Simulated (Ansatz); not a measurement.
Calculated ¹⁷O NMR of the central transition for CaScBTeO3

Cell: a measured structure from the Crystallography Open Database (COD), relaxed with PBE at fixed cell and then changed (all 4 O of one site replaced by Te, ions relaxed).

Space group Pnma (No. 62); a = 10.2830, b = 3.3636, c = 9.4320 Å.

```csv
site,Wyckoff,site symmetry,x,y,z
Ca,4c,.m.,0.6041,0.7500,0.8884
Sc,4c,.m.,0.3376,0.2500,0.5096
B,4c,.m.,0.3233,0.2500,0.8284
Te,4c,.m.,0.4730,0.7500,0.6550
O17,4c,.m.,0.2452,0.2500,0.7081
O21,4c,.m.,0.2560,0.7500,0.4470
O25,4c,.m.,0.4502,0.2500,0.8828
```

One atom of each set is listed.

The numbers come from a DFT calculation in Ansatz (PBE, plane waves and PAW, scalar-relativistic, 420 eV cutoff, Γ-centred 2×6×3 k-points, Fermi–Dirac smearing 0.02 eV).

¹⁷O has I = 5/2 and Q = -25.58 mb (Pyykkö 2018); at 23.5 T its Larmor frequency is ν₀ = 135.7 MHz. Only the quadrupole interaction is simulated: positions count from each site's isotropic chemical shift, and J coupling is left out, as are shift anisotropy and dipolar coupling, which fast spinning averages.

**Question.** Give C_Q, η, the quadrupolar product P_Q = |C_Q|(1 + η²/3)^½, the second-order isotropic shift and the breadth of the pattern (fast magic-angle spinning) for each O site.

**Answer.** 

```csv
site,first shell,C_Q (MHz),η,P_Q (MHz),δ_QIS (ppm),breadth (kHz)
O17,"1 B at 1.39 Å, 1 Sc at 2.10 Å; also 2 Ca at 2.40 Å",-4.57,0.65,4.88,-7.76,2.43
O21,"1 B at 1.38 Å, 2 Sc at 1.97 Å, 1 Ca at 2.20 Å",3.21,0.66,3.43,-3.84,1.20
O25,"1 B at 1.40 Å, 3 Ca at 2.23–2.31 Å",4.61,0.97,5.28,-9.09,2.71
```

δ_QIS = −(ν_Q²/30ν₀²)[I(I+1) − 3/4](1 + η²/3) × 10⁶ ppm with ν_Q = 3|C_Q|/[2I(2I−1)]; it falls as 1/B₀² in ppm, and the breadth as 1/B₀ in kHz.

At O17 V_zz points along the shorter of its two bonds, to B (within 6°).

The substituted crystal keeps its parent's cell, where the PBE pressure is 48 GPa, so with PBE the cell would grow if it were relaxed. With a gap of 0.3 eV on this mesh, the gradients can still move by some per cent as the k-mesh gets denser.

The relaxation (16 steps) took 12 min of wall time (23 min of CPU time) and 1.3 GiB at its peak, on 2 threads of Intel Xeon Processor @ 2.50GHz (Skylake/Cascade Lake) (x86_64; 62 cores open to the job, memory cap 5.0 GiB, no GPU), a shared host with a load of 0.8 a core.
